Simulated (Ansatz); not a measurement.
According to plane-wave PAW r²SCAN (Ansatz code), Be in the diamond structure (Fd-3m) relaxes to a = 4.931 Å. Be has 4 nearest neighbours from 2.14 Å (tetrahedral).

Electronic character: metallic (no gap).

An equation-of-state fit gives a bulk modulus of 43.3 GPa. The relaxed-ion elastic constants in GPa are C11 = 2.7, C12 = 62.9, C44 = -65.3.

The start of the workflow was typed in or built on a structure type; neither database checked (COD, Materials Project) lists it. It is not the phase usual at ambient conditions (space group No. 194). Symmetry was held in the r²SCAN relaxation. At this level the phase is mechanically unstable. The volume moved by 16 % from the start of the relaxation. As this level gives no gap, shear constants depend on the k-mesh and smearing (Fermi–Dirac, 0.1 eV here).

Potentials: the later of the program's two PAW sets.
